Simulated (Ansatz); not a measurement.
Relaxed-ion elastic tensor of Cr (bcc (W type), space group No. 229) in GPa (Voigt order), DFT-PBEsol in the program Ansatz with PAW potentials; density 7.75 g/cm³, 11.15 Å³ per atom.

|  | 1 | 2 | 3 | 4 | 5 | 6 |
|---|---|---|---|---|---|---|
| 1 | 534 | 156 | 156 | 0.0 | 0.0 | 0.0 |
| 2 | 156 | 534 | 156 | 0.0 | 0.0 | 0.0 |
| 3 | 156 | 156 | 534 | 0.0 | 0.0 | 0.0 |
| 4 | 0.0 | 0.0 | 0.0 | 105 | 0.0 | 0.0 |
| 5 | 0.0 | 0.0 | 0.0 | 0.0 | 105 | 0.0 |
| 6 | 0.0 | 0.0 | 0.0 | 0.0 | 0.0 | 105 |

Task: Is the crystal mechanically stable?

Result: Yes: the smallest eigenvalue of C is 105 GPa.

Task: Work out the Voigt, Reuss and Hill averages.

Result: K_V = 282, K_R = 282, K_H = 282; G_V = 139, G_R = 128, G_H = 133 GPa.

Task: Give Young's modulus, Poisson's ratio, Pugh's ratio and the universal anisotropy index.

Result: E = 9KG/(3K + G) = 346 GPa; ν = 0.30; K/G = 2.12 (ductile by the Pugh limit of 1.75); A_U = 5G_V/G_R + K_V/K_R − 6 = 0.42.

Task: Estimate the sound speeds and the Debye temperature.

Result: v_l = √((K + 4G/3)/ρ) = 7710 m/s, v_t = √(G/ρ) = 4150 m/s, mean 4630 m/s; Θ = (h/k)(3n/4πV)^(1/3) v_m = 617 K.

Task: Give the Zener ratio and Young's modulus along [100], [110] and [111].

Result: A = 2C44/(C11 − C12) = 0.56; 1/E = S11 − 2(S11 − S12 − S44/2)Γ with Γ = 0, 1/4, 1/3 gives 464, 312, 281 GPa.

Space group Im-3m (bcc (W type)). Symmetry was held in the PBEsol relaxation. The workflow began spin-polarised and lost its moments. Textbook magnetic order: a spin-density-wave antiferromagnet. As this level gives no gap, shear constants depend on the k-mesh and smearing (Fermi–Dirac, 0.1 eV here).

Potentials: the earlier of the program's two PAW sets.
